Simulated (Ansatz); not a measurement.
Relaxed Ti (hcp, Mg type):

```xyz
2
Lattice="2.9391 0.0000 0.0000 -1.4696 2.5454 0.0000 0.0000 0.0000 4.6501" Properties=species:S:1:pos:R:3 pbc="T T T"
Ti     0.0000     1.6969     3.4876
Ti     1.4696     0.8485     1.1625
```

A phonon eigenvector at Γ is frozen into this cell: atom i moves by Q times the vector below, so Q is the largest atomic displacement, in Å. The cell is held. It is one choice among 2 degenerate patterns.

```tsv
atom	x	y	z
Ti1	0.000	-1.000	0.000
Ti2	0.000	1.000	0.000
```

The numbers are results of PBE (plane waves to 420 eV, PAW, scalar-relativistic; Ansatz, an electronic-structure program), not measurements. k mesh 18×18×10 (Γ-centred), Fermi-Dirac smearing 0.05 eV. Energies are smeared free energies. Compression counts positive. With partly filled bands, energies and forces of such displacements shift with the k mesh and the smearing. Ti is run without spin polarisation. Ti was relaxed with its symmetry unable to fall. ΔE is measured from the undisplaced structure.

### Question
Predict the ΔE (eV/cell) and P (GPa) at Q (Å) = -0.180, -0.150, -0.120, 0.030, 0.090, 0.180.

### Answer
```json
[
 {"Q (Å)": "-0.180", "ΔE (eV/cell)": "0.089", "P (GPa)": "-0.6"},
 {"Q (Å)": "-0.150", "ΔE (eV/cell)": "0.065", "P (GPa)": "-0.4"},
 {"Q (Å)": "-0.120", "ΔE (eV/cell)": "0.043", "P (GPa)": "-0.2"},
 {"Q (Å)": "0.030", "ΔE (eV/cell)": "0.003", "P (GPa)": "0.0"},
 {"Q (Å)": "0.090", "ΔE (eV/cell)": "0.023", "P (GPa)": "-0.1"},
 {"Q (Å)": "0.180", "ΔE (eV/cell)": "0.081", "P (GPa)": "-0.3"}
]
```

(A displaced cell: forces are minus the slopes of the energy, force constants its curvatures, and phonons follow from these.)
